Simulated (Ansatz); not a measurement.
SiC (zinc blende, F-43m), r²SCAN in the plane-wave PAW code Ansatz. The conduction-band minimum lies at X, with 3 equivalent valleys. Second derivatives d²E/dk² of the lowest band at one valley (eV·Å²), along Cartesian directions:

```tsv
direction	d²E/dk²
[100]	11.90
[010]	33.75
[001]	33.75
[110]	22.83
[101]	22.83
[011]	33.72
```

Question: Find the principal effective masses, the density-of-states mass and the conductivity mass.

Answer: Off-diagonal terms follow from H_xy = H[110] − (H_xx + H_yy)/2, and m*/mₑ = 7.620 eV·Å² over each eigenvalue: 0.23, 0.23, 0.64. One valley's DOS mass (m₁m₂m₃)^(1/3) = 0.32, conductivity mass 3/(Σ 1/mᵢ) = 0.29 mₑ.

Question: What effective density of states Nc follows at 300 K for parabolic valleys?

Answer: Nc = 2.509e19 × 3 × (0.32)^(3/2) ≈ 1.4e19 cm⁻³.

Question: With the computed static dielectric constant 9.80 (mean of the diagonal), estimate a hydrogenic donor's binding energy and radius.

Answer: E = 13.606 eV × 0.29/9.80² ≈ 41 meV; a = 0.529 Å × ε/m* ≈ 18 Å. Semilocal masses tend to be too small where the gap is.

Question: With ε∞ = 6.52 and ω_LO = 979 cm⁻¹, what Fröhlich coupling constant follows?

Answer: α = (1/ε∞ − 1/ε0) √(m* × 13.606 eV/ħω_LO) = 0.29.

Symmetry was held in the r²SCAN relaxation; phonons on a q-mesh show no instability.

Potentials: the later of the program's two PAW sets.
